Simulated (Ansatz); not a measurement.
Given:

CdS:
```yaml
crystal:
  lattice:
    - [4.12437, 0.00000, 0.00000]
    - [-2.06219, 3.57181, 0.00000]
    - [0.00000, 0.00000, 6.70978]
  atoms:
    - { symbol: Cd, position: [0.66667, 0.33333, 0.50021] }
    - { symbol: Cd, position: [0.33333, 0.66667, 0.00021] }
    - { symbol: S, position: [0.66667, 0.33333, 0.87679] }
    - { symbol: S, position: [0.33333, 0.66667, 0.37679] }
```

This is the PBEsol-relaxed structure.

### Question
All from DFT-PBEsol in the program Ansatz with PAW potentials, unless another level is named. Give the band gap.

### Answer
1.09 eV (direct).

### Question
Predict the electron effective mass.

### Answer
0.11, 0.12, 0.12 mₑ (principal values).

### Question
What about the formation energy from the elements (no fitted shifts)?

### Answer
-0.63 eV/atom.

### Question
Give the gap with spin–orbit coupling.

### Answer
1.08 eV.

Space group P6_3mc (wurtzite). Symmetry was held in the PBEsol relaxation. The references are the lowest solids computed at this level, not always the standard phases. Spin–orbit coupling is left out wherever it is not named.

Potentials: the earlier of the program's two PAW sets. The files were generated under PBE; for other functionals the program regenerates the frozen cores, and for LDA and PBEsol the local potential too.
